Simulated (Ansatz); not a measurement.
Sb (A7 (α-As type), space group No. 166) at seven volumes, the program Ansatz at the PBE level (PAW), shape and atoms relaxed at each. One row is withheld.

```
V (Å³/atom)  P (GPa)
-----------  -------
29.005          3.98
29.961          2.40
30.918          1.06
31.874          0.00
32.830         -0.81
33.786             ?
34.743         -1.80
```

Question: Fit the shown pressures and predict the withheld one.

Answer: P = (3/2)B₀(x^(7/2) − x^(5/2))[1 + (3/4)(B′ − 4)(x − 1)] with x = (V₀/V)^(2/3). Least squares on the six rows gives V₀ = 31.896 Å³/atom, B₀ = 29.7 GPa, B′ = 7.57. At V = 33.786, x = 0.9623 and P = -1.37 GPa. The run itself gave -1.45 GPa.

Space group R-3m (A7 (α-As type)). Symmetry was held in the PBE relaxation. Spin–orbit coupling is left out wherever it is not named.

Potentials: the later of the program's two PAW sets.
